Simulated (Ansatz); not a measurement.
# Bi (A7)

Level of theory: DFT, PBE, scalar-relativistic, no spin polarisation; plane waves to 420 eV with PAW datasets (Ansatz 0.2.0), 12×12×12 k-mesh, Gaussian smearing of 0.05 eV. The datasets are Ansatz's generated set soft_2.

Space group R-3m:H (No. 166). a = 4.582 Å, b = 4.582 Å, c = 12.182 Å, α = 90.00°, β = 90.00°, γ = 120.00°
```json
{"atom": "Bi", "site": "6c", "symmetry": "3m", "x": "0.3333", "y": "0.6667", "z": "0.9002"}
```

The run used a cell of 2 atoms; the mesh refers to it.

```
Volume   : 36.91 Å³/atom
Band gap : zero (semimetal)
```

Problem. What does PBE give for the density of states at the Fermi level?

Solution. about 0.02 states/(eV·atom) (so small a value isn't resolved on this mesh).

**The experiment.** The Crystallography Open Database holds a measured cell of trigonal Bi (space group R-3m) at 4.2 K (1969, doi:10.1107/S0021889869006443): a, c = 4.533, 11.797 Å, 34.99 Å³/atom.

**Comparison.** The computed cell (4.582, 12.182 Å, 36.91 Å³/atom) differs from the database's by +5.5 % in volume, about +1.8 % in length. The axes miss by +1.1 %, +3.3 %. Without a dispersion term the weakly bound parts drift apart.

These numbers lack spin–orbit coupling. The structure is built of weakly bound bilayers, and this functional has no dispersion term, so their spacing and all that hangs on it (volume, the soft elastic constants, low modes, dielectric constants) are poorly given.
